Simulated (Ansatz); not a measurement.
**WS2 under strain — ³³S nuclear quadrupole resonance**

Cell: a structure deposited in the COD, relaxed with PBE at fixed cell and then changed (z stretched by 1 %, ions relaxed).

```
W S
1.0
     3.15320    0.00000    0.00000
    -1.57660    2.73075    0.00000
     0.00000    0.00000   12.44623
W S
2 4
Direct
  0.33333 0.66667 0.25000
  0.66667 0.33333 0.75000
  0.33333 0.66667 0.62324
  0.66667 0.33333 0.12324
  0.33333 0.66667 0.87676
  0.66667 0.33333 0.37676
```

Atom numbers follow the list; atoms alike are taken as one site, whose name carries the number of the first.

All values are calculated (Ansatz; DFT, PBE, plane waves and PAW, scalar-relativistic, collinear spin, 420 eV cutoff, Γ-centred 16×16×4 k-points, Fermi–Dirac smearing 0.02 eV), not measured. Start moments as typed (μB): 2 on each W, none on the rest.

³³S: I = 3/2, Q = -69.40 mb (year-2017 value). Static lattice, zero field.

Task: At which frequencies do the ³³S NQR lines lie?

Result: For I = 3/2 there is one line, ν = (|C_Q|/2)(1 + η²/3)^½.

```tsv
site	atoms	V_zz (10²¹ V/m²)	C_Q (MHz)	η	line frequencies (MHz)
S	3, 4, 5, 6	-4.30	7.22	0.00	3.61
```

An axis of threefold or higher order runs through S, so V_zz lies along it and η is zero.

Without spin–orbit coupling the gradients at and beside W can be off by some per cent, at some sites by more. The start moments die out, and the run ends without spin.

The relaxation (4 steps) took 1.9 min of wall time (1.8 min of CPU time) and 0.86 GiB at its peak, on 1 thread of Intel Xeon Platinum 8488C (Sapphire Rapids) (x86_64; 16 cores open to the job, memory cap 3.0 GiB, no GPU), a shared host with a load of 0.6 a core.
